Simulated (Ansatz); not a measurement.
A trial structure of K2MnAlC6N6 was built thus: cyanide-bridged rock-salt net of two metals, 2 guest cations a cell (Fm-3m, No. 225). The dimensions are guesses.

```cif
data_structure
_symmetry_space_group_name_H-M 'P 1'
_symmetry_Int_Tables_number 1
_cell_length_a 7.1708
_cell_length_b 7.1708
_cell_length_c 7.1708
_cell_angle_alpha 60.000
_cell_angle_beta 60.000
_cell_angle_gamma 60.000
_cell_volume 260.72
loop_
_atom_site_label
_atom_site_type_symbol
_atom_site_fract_x
_atom_site_fract_y
_atom_site_fract_z
_atom_site_occupancy
K1 K 0.25000 0.25000 0.25000 1
K2 K 0.75000 0.75000 0.75000 1
Mn1 Mn 0.00000 0.00000 0.00000 1
Al1 Al 0.50000 0.50000 0.50000 1
C1 C 0.80889 0.19111 0.19111 1
C2 C 0.19111 0.80889 0.19111 1
C3 C 0.19111 0.19111 0.80889 1
C4 C 0.19111 0.80889 0.80889 1
C5 C 0.80889 0.19111 0.80889 1
C6 C 0.80889 0.80889 0.19111 1
N1 N 0.69352 0.30648 0.30648 1
N2 N 0.30648 0.69352 0.30648 1
N3 N 0.30648 0.30648 0.69352 1
N4 N 0.30648 0.69352 0.69352 1
N5 N 0.69352 0.30648 0.69352 1
N6 N 0.69352 0.69352 0.30648 1
```

Level of theory: DFT PBE, scalar-relativistic, plane waves, PAW in Ansatz. Cutoff 420 eV, Gaussian smearing, Γ-centred meshes. Cell and atoms relax first on a coarse mesh and then on a converged one. In between, the cell is made exact in the group found at 0.06 Å. The steps can't lower the symmetry of their start. Collinear spin, starting moments Mn 4.0 μB; they died out on the coarse mesh, so the last step has no spin.

A guess keeps its type if space group and coordination stay and the shape of the cell changes little (axis ratios within about 15 %, angles within 6°); the volume may change.

**Question.** Does this structure survive the relaxation?

**Answer.** It keeps its type. The symmetry stays Fm-3m (No. 225). The volume per atom shrinks by 1.6 %, from 16.3 to 16.0 Å³. The shortest distance goes from 1.17 Å (C–N) to 1.18 Å (C–N). Counting neighbours within 15 % of an atom's shortest distance, the start has Al 6, C 1, K 24, Mn 6, N 1 and the end Al 6, C 1, K 24, Mn 6, N 1.

The last run used a 4×4×4 mesh for its 16-atom cell and Gaussian smearing of 0.02 eV. Trial moments died out on the coarse mesh, so the last step has no spin; another magnetic start might hold. A later test with randomly moved atoms ended 2 meV/atom lower on a coarse mesh, in P1 at a loose tolerance, which is no clear verdict on its stability.
